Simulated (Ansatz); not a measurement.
Consider the following.

TiAl$_{2}$O$_{5}$:
```xyz
16
Lattice="1.8017 -4.6804 0.0000 1.8017 4.6804 0.0000 0.0000 0.0000 9.6423" Properties=species:S:1:pos:R:3 pbc="T T T"
Ti     1.8017     1.7307     2.4106
Ti     1.8017    -1.7307     7.2318
Al     1.8017     1.3176     9.1008
Al     1.8017    -1.3176     0.5415
Al     1.8017    -1.3176     4.2797
Al     1.8017     1.3176     5.3627
O      1.8017     2.9239     0.6438
O      1.8017    -2.9239     8.9986
O      1.8017    -2.9239     5.4649
O      1.8017     2.9239     4.1774
O      1.8017     0.4183     1.1339
O      1.8017    -0.4183     8.5084
O      1.8017    -0.4183     5.9551
O      1.8017     0.4183     3.6872
O      1.8017    -2.2072     2.4106
O      1.8017     2.2072     7.2318
```

This is the PBEsol-relaxed structure. Cartesian axes are those of the cell as given.

Problem. All from DFT-PBEsol in the program Ansatz with PAW potentials, unless another level is named. Give the hole effective mass.

Solution. 1.2 along y, 0.59 along z (mₑ).

Problem. What about the electron effective mass?

Solution. 1.6, 3.1, 3.3 mₑ (principal values).

Problem. Next, the band gap?

Solution. 3.02 eV (indirect).

Problem. Next, the HSE06 gap on the PBEsol cell?

Solution. 4.74 eV.

Problem. And the conduction-band minimum?

Solution. at Y (k = 0.500, 0.500, 0.000 in fractions of the reciprocal vectors).

Space group Cmcm. The workflow started from a Materials Project entry (that database holds measured and hypothetical structures alike); the Crystallography Open Database copy checked does not list it. Whether it is the stable phase at ambient conditions was not checked. The PBEsol relaxation kept the symmetry of its start; its stability against distortions is not shown here. The run is not spin-polarised.

Potentials: the later of the program's two PAW sets.
